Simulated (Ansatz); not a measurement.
AlN:
Space group Fm-3m (No. 225); a = b = c = 4.025 Å, α = β = γ = 90.00°

| atom | site | symmetry | x | y | z |
|---|---|---|---|---|---|
| Al | 4b | m-3m | 0.5000 | 0.5000 | 0.5000 |
| N | 4a | m-3m | 0.0000 | 0.0000 | 0.0000 |
(The calculation used a cell of 2 atoms; values per cell refer to that cell.)

Relaxed with r²SCAN+D4.

**Question.** Tabulate the valence density and the electron localisation function along the shortest Al–Al contact (2.85 Å), r²SCAN+D4 (plane waves, PAW; program Ansatz).

**Answer.** 

| distance from Al (Å) | density (e/Å³) | ELF |
|---|---|---|
| 0.28 | 0.05 | 0.00 |
| 0.43 | 0.07 | 0.01 |
| 0.57 | 0.11 | 0.02 |
| 0.71 | 0.15 | 0.07 |
| 0.85 | 0.19 | 0.13 |
| 1.00 | 0.21 | 0.16 |
| 1.14 | 0.22 | 0.17 |
| 1.28 | 0.22 | 0.17 |
| 1.42 | 0.22 | 0.17 |
| 1.57 | 0.22 | 0.17 |
| 1.71 | 0.22 | 0.17 |
| 1.85 | 0.21 | 0.16 |
| 1.99 | 0.19 | 0.13 |
| 2.13 | 0.15 | 0.07 |
| 2.28 | 0.11 | 0.02 |
| 2.42 | 0.07 | 0.01 |
| 2.56 | 0.05 | 0.00 |

The density is the valence pseudo-density with augmentation charge, so density and ELF within about 1 Å of a nucleus are not all-electron values.

This is a known high-pressure phase of the composition, computed here at zero pressure and temperature. The r²SCAN+D4 relaxation kept the symmetry of its start; whether a distortion lowers the energy is not shown. The volume moved by -38 % from the start of the relaxation.

Potentials: the earlier of the program's two PAW sets.
